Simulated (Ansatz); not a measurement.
Cs$_{2}$Pt$_{3}$Se$_{4}$:
```xyz
9
Lattice="0.0000 5.6991 7.2404 3.3438 0.0000 7.2404 3.3438 5.6991 0.0000" Properties=species:S:1:pos:R:3 pbc="T T T"
Cs     3.3438     5.6991     9.3766
Cs     3.3438     5.6991     5.1041
Pt     1.6719     2.8496     7.2404
Pt     1.6719     2.8496     0.0000
Pt     0.0000     0.0000     0.0000
Se     3.3438     1.9113     5.6861
Se     3.3438     9.4870     8.7946
Se     3.3438     9.4870     5.6861
Se     3.3438     1.9113     8.7946
```

Relaxed with HSE06. Special points in fractions of this cell's reciprocal vectors: Γ (0.000, 0.000, 0.000); Y (0.500, 0.000, 0.500); T (1.000, 0.500, 0.500); Z (0.500, 0.500, 0.000); Σ0 (0.000, 0.389, 0.389); U0 (1.000, 0.611, 0.611); C0 (0.500, 0.217, 0.717); A0 (0.500, 0.783, 0.283); L (0.500, 0.500, 0.500).

**Question.** List the band energies nearest the valence-band maximum at these points for the program Ansatz at the HSE06 level (PAW).

**Answer.** In eV from the valence-band maximum; about four levels below and three above (degenerate sets whole), none deeper than 8.9 eV; points with the same levels are listed once.

```csv
k,below,above
Γ,-1.23 -0.78 -0.51 -0.44,2.99 3.05 3.54
Y,-0.97 -0.84 -0.33 -0.28,2.67 3.03 3.21
T,-0.84 -0.78 -0.38 0.00,2.52 2.72 2.92
Z,-1.44 -1.23 -0.55 -0.43,3.05 3.15 3.61
Σ0,-0.78 -0.66 -0.31 -0.07,2.57 2.87 2.88
C0,-0.95 -0.61 -0.41 -0.20,2.45 2.87 3.65
L,-0.93 -0.70 -0.40 -0.21,2.61 2.69 3.00
```

Space group Fmmm. The workflow started from a Materials Project entry (that database holds measured and hypothetical structures alike); the Crystallography Open Database copy checked does not list it. Whether it is the stable phase at ambient conditions was not checked. The cell was relaxed with HSE06 under the symmetry of its start; its stability against distortions is not shown here. No spin polarisation was allowed. The hybrid was solved on a coarse mesh, the path and, where they were found, the r²SCAN edge points; its band edges are the extreme levels among these. Scalar-relativistic: spin–orbit coupling is off unless named, which matters more the heavier the elements.

Potentials: the later of the program's two PAW sets.
